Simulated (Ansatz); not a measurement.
Input file for Ansatz (a first-principles code):

Ansatz 0.2 input:
```yaml
crystal:
  lattice:
    - [3.5566218946, 0.0, 0.0]
    - [-1.7783109473, 3.0801249124, 0.0]
    - [0.0, 0.0, 3.3574371226]
  atoms:
    - { symbol: C, position: [0.2323998409, 0.4647996817, 0.25] }
    - { symbol: C, position: [0.5352003183, 0.7676001591, 0.5833333333] }
    - { symbol: C, position: [0.2323998409, 0.7676001591, 0.9166666667] }
    - { symbol: C, position: [0.7676001591, 0.5352003183, 0.75] }
    - { symbol: C, position: [0.4647996817, 0.2323998409, 0.0833333333] }
    - { symbol: C, position: [0.7676001591, 0.2323998409, 0.4166666667] }
kpoints:
  mp_grid: { grid: [9, 9, 8] }
hamiltonian:
  xc: pbesol
  pseudopotentials: { kind: paw }
scf:
  occupations: { method: fixed }
dielectric: { raman: true }
```

Output (shortened):

```
Pseudopotential: C, paw, valence charge 4
Functional definition: PBEsol
Crystal: 6 atoms, lattice volume = 36.780 Å³
Basis set: ecut = 420 eV, 713 PW (Γ), exchange–correlation on 48×48×48 points (8 copies of the dense FFT grid, shifted against one another)
Bands: 18, of which v1, the nominal top of the filled ones, is band 12 counted from 1 (11 counted from 0)
Symmetry: 12 space group operations
k-points: 325 of 648 (irreducible under 1 space group operation, time reversal used)
SCF iter   1: F=—  HF=-1479.239772 eV  |F-HF|=—  |Δ(HF+E_count)|=         —  Δρ=1.05e-2  dr2=2.76e-2  ethr=1.77e-3  ⟨swp⟩=4.9  Hψ=27150  notcnv=0  defer=1294
preconditioner: auto → none
SCF iter   2: F=—  HF=-1479.230366 eV  |F-HF|=—  |Δ(HF+E_count)|=   9.41e-3  Δρ=3.86e-3  dr2=2.78e-3  ethr=1.15e-4  ⟨swp⟩=3.0  Hψ=12680  notcnv=0  defer=1300
SCF iter   3: F=—  HF=-1479.229640 eV  |F-HF|=—  |Δ(HF+E_count)|=   7.26e-4  Δρ=6.61e-4  dr2=4.49e-5  ethr=1.16e-5  ⟨swp⟩=2.9  Hψ=9764  notcnv=0  defer=1300
SCF iter   4: F=—  HF=-1479.229650 eV  |F-HF|=—  |Δ(HF+E_count)|=   9.98e-6  Δρ=1.11e-4  dr2=1.14e-6  ethr=1.87e-7  ⟨swp⟩=2.5  Hψ=9334  notcnv=0  defer=639
SCF iter   5: F=—  HF=-1479.229651 eV  |F-HF|=—  |Δ(HF+E_count)|=   1.31e-6  Δρ=9.40e-6  dr2=8.81e-9  ethr=4.74e-9  ⟨swp⟩=2.1  Hψ=9199  notcnv=0  defer=542
SCF iter   6: F=-1479.229651 eV  HF=-1479.229651 eV  |F-HF|=1.23e-11  |Δ(HF+E_count)|=   7.20e-9  Δρ=3.95e-7  dr2=2.53e-11  ethr=1.00e-12  ⟨swp⟩=7.7  Hψ=26145  notcnv=0
SCF 1 converged in 6 iterations: F = -1479.229651 eV  dr2 = 2.53e-11
NSCF: frozen V_eff on 6 k-points
DFPT response loops at Γ: preconditioner auto → none (the input reference at scf.mixing.eps_inf says where Resta's filter doesn't serve); β = 0.50 …
── the response to a field inside a basis, on 10×10×8 k-points: an SCF that follows is theirs, and a resumed run solves both again ──
Crystal: 6 atoms, lattice volume = 36.780 Å³
Bands: 13, of which v1, the nominal top of the filled ones, is band 12 counted from 1 (11 counted from 0)
k-points: 120 of 800 (irreducible under 4 space group operations, time reversal used)
SCF iter   1: F=—  HF=-1479.233445 eV  |F-HF|=—  |Δ(HF+E_count)|=         —  Δρ=5.45e-4  dr2=1.69e-5  ethr=1.00e-1
preconditioner: auto → none
SCF iter   2: F=—  HF=-1479.233451 eV  |F-HF|=—  |Δ(HF+E_count)|=   6.09e-6  Δρ=2.67e-4  dr2=3.73e-6  ethr=7.03e-8
SCF iter   3: F=—  HF=-1479.233454 eV  |F-HF|=—  |Δ(HF+E_count)|=   2.64e-6  Δρ=1.41e-5  dr2=1.28e-8  ethr=1.55e-8
SCF iter   4: F=—  HF=-1479.233454 eV  |F-HF|=—  |Δ(HF+E_count)|=   9.49e-9  Δρ=1.21e-6  dr2=3.58e-10  ethr=5.32e-11
SCF iter   5: F=-1479.233454 eV  HF=-1479.233454 eV  |F-HF|=3.87e-12  |Δ(HF+E_count)|=  8.69e-11  Δρ=2.69e-7  dr2=1.22e-11  ethr=1.49e-12
SCF 1 converged in 5 iterations: F = -1479.233454 eV  dr2 = 1.22e-11
DFPT response loops at Γ: mixed as the last ones told, above
DFPT response loops at Γ: mixed as the last ones told, above
DFPT response loops at Γ: mixed as the last ones told, above
SCF converged after 6 iterations
Free energy (F): -1479.229651 eV
Harris-Foulkes:  -1479.229651 eV  (|F-HF|=1.23e-11)
Internal energy: -1479.229651 eV  (E = F + TS)
E sigma→0 (E₀):  -1479.229651 eV
Fermi energy:    9.981796 eV
--- Per-component energies (eV) ---
  E_band       = 74.763891
  E_kinetic    = 550.117898
  E_local      = -477.089605  (includes V_loc(G=0)·N_el)
  E_nonlocal   = 161.271697
  E_hartree    = 120.767180
  E_xc         = -289.838036
  E_vxc        = -360.807854  (∫ρ·V_xc dr)
  E_paw        = -571.683013  (= ΣΔE_a)
  E_vpaw       = -40.262723  (= ΣTr[D̂ρ^β])
  E_aug_tail   = 0.000055  (compensation charges beyond the density's cutoff)
  E_ewald      = -972.902431
  E_core_change = 0.126603  (= ΣΔE_core)
  E_smearing   =  0.000000  (= −TS)
  E_closure    =  0.000000  (closes the sum)
  Σ components = -1479.229651   (vs F -1479.229651, Δ=0.00e0)
  [band-id]    e_kinetic+e_local+e_nonlocal+2·e_hartree+e_vxc+e_vpaw+e_augmentation_tail = 74.763828   (vs E_band 74.763891, Δ=-6.36e-5)
--- Band table (eV; the first three rows and the last of 325) ---
  k-point 0: bands = ["-9.1692", "0.1753", "0.1753", "1.1907", "1.5044", "1.5044", "5.7116", "5.9746", "5.9746", "7.5441", "8.5325", "8.5325", "15.5142", "15.5142", "16.3727", "20.6679", "21.2418", "21.2418"]
  k-point 1: bands = ["-9.0077", "-1.7441", "1.3251", "1.6187", "1.6680", "1.9735", "5.7521", "5.8349", "6.1759", "7.1793", "7.3728", "9.1754", "14.2549", "16.1305", "17.3646", "20.4528", "20.6582", "21.2178"]
  k-point 2: bands = ["-8.5250", "-3.5832", "1.7216", "1.9978", "2.0969", "3.3210", "5.8167", "5.8475", "6.0462", "6.2754", "6.3127", "9.0752", "14.1917", "15.6724", "17.7341", "20.5673", "20.6462", "22.6323"]
  k-point 324: bands = ["-7.2788", "-4.4563", "-1.3666", "0.3469", "2.5306", "3.3245", "5.3843", "5.8997", "7.1081", "7.9544", "8.4410", "9.6762", "16.0180", "17.2075", "19.2257", "20.6275", "21.7405", "22.2984"]
--- Dielectric response (ions clamped): 2 representative field directions + reference, on 325 of 648 k-points (Σ response iterations 14) ---
  ε∞ (high-frequency dielectric tensor):
        5.271976     0.000000     0.000000
        0.000000     5.271976     0.000000
        0.000000     0.000000     5.407297
  Born effective charges Z* (e; rows j = field, columns β = displacement):
    site 0:
         0.09796    0.00000   -0.14329
         0.00000   -0.09796    0.00000
        -0.03699    0.00000    0.00000
    site 1:
        -0.04898   -0.08483    0.07165
        -0.08483    0.04898   -0.12409
         0.01850   -0.03204    0.00000
    site 2:
        -0.04898    0.08483    0.07165
         0.08483    0.04898    0.12409
         0.01850    0.03204    0.00000
    site 3:
         0.09796    0.00000    0.14329
         0.00000   -0.09796    0.00000
         0.03699    0.00000    0.00000
    site 4:
        -0.04898   -0.08483   -0.07165
        -0.08483    0.04898    0.12409
        -0.01850    0.03204    0.00000
    site 5:
        -0.04898    0.08483   -0.07165
         0.08483    0.04898   -0.12409
        -0.01850   -0.03204    0.00000
  Z* charge neutrality: 1.245e-4 e pre-enforcement
  k-mesh period / interband length: 26.9 Å / 1.18 Å = 22.73 at k = (0.0000, 0.0000, 0.2500), direct gap 5.117 eV — 14 or more, which is no proof of convergence
  Raman tensors (in the event stream and the table raman_tensors.tsv) …
```

Cost: around 6 core-minutes (rough) on shared cores.

Space group P6_122. The start of the workflow was typed in or built on a structure type; neither database checked (COD, Materials Project) lists it. It is not the phase usual at ambient conditions (space group No. 194, 227). Symmetry was held in the PBEsol relaxation; its stability against distortions is not shown here.

Potentials: the later of the program's two PAW sets.

Ansatz is a plane-wave DFT program.
